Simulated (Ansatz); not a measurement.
Relaxation of BiTe from a wurtzite start, step by step

The computed numbers are results of PBE, scalar-relativistic (no spin polarisation) in the plane-wave PAW code Ansatz at 420 eV, Γ-centred 8×8×4 mesh, 0.05 eV Gaussian smearing; PAW files: Ansatz's generated set soft_2.

This is a trial structure; measured cells of the compound in the Crystallography Open Database are in space groups P-3m1, Fm-3m (rock salt).

```yaml
crystal:
  lattice:
    - [4.9072556816, 0.0, 0.0]
    - [-2.4536278408, 4.2498080831, 0.0]
    - [0.0, 0.0, 8.0369517999]
  atoms:
    - { symbol: Bi, position: [0.6666666667, 0.3333333333, 0.0] }
    - { symbol: Bi, position: [0.3333333333, 0.6666666667, 0.5] }
    - { symbol: Te, position: [0.6666666667, 0.3333333333, 0.6252] }
    - { symbol: Te, position: [0.3333333333, 0.6666666667, 0.1252] }
basis:
  ecutwfc: 420
  ecutrho_ratio: 4
kpoints:
  mp_grid: { grid: [8, 8, 4] }
hamiltonian:
  xc: pbe
scf:
  occupations: { method: gaussian, width: 0.05 }
output:
  forces: true
  stress: true
  eigenvalues: true
relax:
  f_tol: 0.01
  max_steps: 60
  cell: { stress_tol: 0.04 }
```

Launched as:
```sh
ansatz run input.yaml --threads 2 --pin off --max-ram 2662MiB --backend cpu --events-out ev --progress --plain --runs-dir out
```

Positions (Å) and forces (eV/Å) at the first step:

```xyz
4
Lattice="4.907 0.000 0.000 -2.454 4.250 0.000 0.000 0.000 8.037" Properties=species:S:1:pos:R:3:forces:R:3 pbc="T T T"
Bi    2.454    1.417    0.000    0.000    0.000    0.575
Bi    0.000    2.833    4.018    0.000    0.000    0.575
Te    2.454    1.417    5.025    0.000    0.000   -0.575
Te    0.000    2.833    1.006    0.000    0.000   -0.575
```

Task: Where does the relaxation end?

Result: After 14 further evaluations the energy is 258.3 meV/atom lower and the largest force component 0.000 eV/Å; space group P6_3/mmc.
```xyz
4
Lattice="5.506 0.000 0.000 -2.753 4.768 0.000 0.000 0.000 6.443" Properties=species:S:1:pos:R:3 pbc="T T T"
Bi    2.753    1.589    0.403
Bi    0.000    3.179    3.625
Te    2.753    1.589    3.625
Te    0.000    3.179    0.403
```

The course:

```
step  E − E(end) (meV/atom)  largest force component (eV/Å)  P (GPa)  a (Å)  b (Å)  c (Å)  accepted
   1                 258.35                           0.575     4.67  4.907  4.907  8.037       yes
   2                 151.53                           0.289    -0.05  5.148  5.148  8.291       yes
   3                 133.53                           0.164    -0.32  5.211  5.211  8.103       yes
   4                 111.34                           0.025    -0.75  5.289  5.289  7.710       yes
   5                  92.44                           0.009    -0.45  5.312  5.312  7.320       yes
   6                  62.89                           0.006     0.07  5.341  5.341  6.929       yes
   7                  10.75                           0.020     0.58  5.414  5.414  6.537       yes
   8                  40.04                           0.186     1.58  5.556  5.556  6.148        no
   9                   3.45                           0.052    -0.49  5.528  5.528  6.467       yes
  10                   2.62                           0.061     0.14  5.499  5.499  6.421       yes
  11                   1.96                           0.002    -0.02  5.497  5.497  6.448       yes
  12                   1.95                           0.000     0.00  5.498  5.498  6.444       yes
  13                   0.07                           0.000     0.10  5.498  5.498  6.444       yes
  14                   0.02                           0.000     0.01  5.506  5.506  6.443       yes
  15                   0.00                           0.000     0.01  5.506  5.506  6.443       yes
```

Late in the path the plane-wave basis is renewed for the changed cell, which shifts energy and pressure at the same geometry (Pulay error), so rows before the renewal hold an offset.

Step 8 in full:

```xyz
4
Lattice="5.556 0.000 0.000 -2.778 4.812 0.000 0.000 0.000 6.148" Properties=species:S:1:pos:R:3:forces:R:3 pbc="T T T"
Bi    2.778    1.604    0.412    0.000    0.000   -0.186
Bi    0.000    3.208    3.486    0.000    0.000   -0.186
Te    2.778    1.604    3.431    0.000    0.000    0.186
Te    0.000    3.208    0.358    0.000    0.000    0.186
```

It ran for 2.3 min on 2 threads of Arm Neoverse V2, on a shared host, peak memory 0.5 GiB.

No spin–orbit coupling, a notable omission for heavy elements.
